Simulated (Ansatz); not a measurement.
K:
```cif
data_K4
_chemical_formula_sum 'K4'
_space_group_name_H-M_alt 'P 1'
_space_group_IT_number 1
_cell_length_a 4.66414
_cell_length_b 4.66414
_cell_length_c 15.09513
_cell_angle_alpha 90.000
_cell_angle_beta 90.000
_cell_angle_gamma 120.000
loop_
_space_group_symop_operation_xyz
  'x, y, z'
loop_
_atom_site_label
_atom_site_type_symbol
_atom_site_fract_x
_atom_site_fract_y
_atom_site_fract_z
_atom_site_occupancy
K1 K 0.00000 0.00000 0.00000 1
K2 K 0.00000 0.00000 0.50000 1
K3 K 0.33333 0.66667 0.75000 1
K4 K 0.66667 0.33333 0.25000 1
```

Relaxed with PBEsol.

**Question.** Which orbitals make up the states near the Fermi level in plane-wave PAW PBEsol (Ansatz code)?

**Answer.** Within 0.5 eV of the Fermi level: K 4s 87 %, outside the projected shells 13 %. Projections are on Löwdin-orthogonalised atomic valence shells; empty p or d shells of many metals are not among them.

**Question.** Tabulate the density of states.

**Answer.** States/eV per cell of 4 atoms, in 0.25 eV bins, energy from the Fermi level.

```tsv
E (eV)	total	K 4s	K 3p
-2.35	0.00	0.00	0.00
-2.10	0.46	0.45	0.00
-1.85	0.93	0.91	0.01
-1.60	1.28	1.25	0.01
-1.35	1.57	1.54	0.02
-1.10	1.84	1.80	0.02
-0.85	2.14	2.08	0.02
-0.60	2.38	2.28	0.02
-0.35	2.62	2.46	0.02
-0.10	3.02	2.74	0.02
0.15	3.49	2.99	0.02
0.40	3.44	2.65	0.01
0.65	4.00	2.46	0.01
0.90	4.23	1.69	0.00
1.15	5.27	1.10	0.00
1.40	4.94	0.76	0.00
1.65	5.68	0.57	0.00
1.90	6.40	0.40	0.00
```

Space group P6_3/mmc (dhcp (α-La type)). The workflow started from a Materials Project entry (that database holds measured and hypothetical structures alike); the Crystallography Open Database copy checked does not list it. It is not the phase usual at ambient conditions (space group No. 229). Symmetry was held in the PBEsol relaxation; whether a distortion lowers the energy is not shown.

Potentials: the later of the program's two PAW sets.
